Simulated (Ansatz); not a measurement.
Relaxed Ta (bcc, W type):

```
Ta
1.0
   -3.31957     3.31957     3.31957
    1.65979    -1.65979     1.65979
    1.65979     1.65979    -1.65979
Ta
2
Direct
  0.00000   0.00000   0.00000
  0.50000   0.00000   0.00000
```

Method: PBE (plane waves to 420 eV, PAW, scalar-relativistic; Ansatz, an electronic-structure program). k mesh 8×16×16 (Γ-centred), Fermi-Dirac smearing 0.05 eV. With partly filled bands, energies and forces of such displacements shift with the k mesh and the smearing. On this mesh the relaxed cell isn't quite at rest: it carries a pressure of 0.2 GPa (compression positive) at the zero of the scan. Spin-orbit coupling is left out, though Ta is heavy. Ta is run without spin polarisation. Ta was relaxed with its symmetry unable to fall.

One atom of the cell was then moved (with its periodic images), all else fixed, and the forces (eV/Å) came out as:

```tsv
atom	Fx	Fy	Fz
Ta1	0.000	1.684	2.839
Ta2	0.000	-1.684	-2.839
```

With two atoms only their relative shift counts; take Ta2 as fixed.

**Question.** Which atom was moved, and by which vector (Å)?

**Answer.** Ta1, by (0.00, 0.00, -0.52), 0.52 Å in all.

(For displaced atoms, the force is minus the slope of the energy, and its curvature is a force constant, which sets phonon frequencies.)
